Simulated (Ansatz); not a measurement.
Phonons of Ge2Sb2Te5 (Ge2Sb2Te5-Kooi type, space group P-3m1) at Γ.

Ge₂Sb₂Te₅ (Ge2Sb2Te5-Kooi type, space group P-3m1)

```
CELL_PARAMETERS angstrom
      4.29328     0.00000     0.00000
     -2.14664     3.71809     0.00000
      0.00000     0.00000    17.63419
ATOMIC_POSITIONS crystal
  Te 0.00000 0.00000 0.00000
  Ge 0.66667 0.33333 0.09824
  Ge 0.33333 0.66667 0.90176
  Te 0.33333 0.66667 0.19409
  Te 0.66667 0.33333 0.80591
  Sb 0.00000 0.00000 0.30944
  Sb 0.00000 0.00000 0.69056
  Te 0.66667 0.33333 0.40641
  Te 0.33333 0.66667 0.59359
```

The numbers are results of PBE (plane waves to 420 eV, PAW, scalar-relativistic; Ansatz, an electronic-structure program), not measurements. Harmonic phonons by density-functional perturbation theory on a 8×8×2 k mesh, in cm⁻¹; i marks imaginary ones, q is in fractions of the reciprocal vectors of the cell shown, and the three acoustic modes at Γ are left out. The non-analytic (LO-TO) term is not included, so polar modes at Γ have their transverse values. This mesh is coarse for a metal or narrow-gap crystal: a denser one can move the values by 10 % and more. Ge2Sb2Te5 was relaxed with its symmetry unable to fall. Spin-orbit coupling is left out, though Sb and Te are heavy.

| q | wavenumbers (cm⁻¹) |
|---|---|
| Γ | 39i (×2), 26 (×2), 37, 50 (×2), 66, 74 (×2), 91 (×2), 96, 99 (×2), 107 (×2), 108, 113 (×2), 119, 154, 164, 165 |

Highest mode: 165 cm⁻¹ at Γ.
